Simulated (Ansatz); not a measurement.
Input and command of a plane-wave DFT calculation in Ansatz:

```yaml
crystal:
  lattice:
    - [4.3113825885, 0.0, 0.0]
    - [-2.1556912942, 3.7337668471, 0.0]
    - [0.0, 0.0, 2.7892991374]
  atoms:
    - { symbol: Ga, position: [0.3333333333, 0.6666666667, 0.5] }
    - { symbol: Ga, position: [0.6666666667, 0.3333333333, 0.5] }
    - { symbol: C, position: [0.0, 0.0, 0.0] }
basis:
  ecutwfc: 420
kpoints:
  mp_grid: { grid: [6, 6, 6] }
hamiltonian:
  xc: pbe
scf:
  occupations: { method: gaussian, width: 0.1 }
  lower_state_search: "off"
output:
  forces: true
  stress: true
  eigenvalues: true
relax:
  adjacent_minimum: "off"
  f_tol: 0.04
  max_steps: 70
  cell: { stress_tol: 0.4 }
```

```bash
ansatz run input.yaml --threads 1 --pin off --max-ram 2560MiB --backend cpu --events-out ev --progress --plain --runs-dir out
```

Processor: Arm Neoverse V1, 1 thread, on a host shared with other jobs.

Problem. Estimate time, memory and problem size.

Solution. About 7.2 s on 1 thread of Arm Neoverse V1, with other jobs on the host, peak memory 0.32 GiB. It solves 19 bands at 28 k points (the mesh reduced by the symmetry that the task leaves, which can be less than the crystal's) with about 915 plane waves (on the last cell), in 24 SCF iterations over 4 ionic steps.
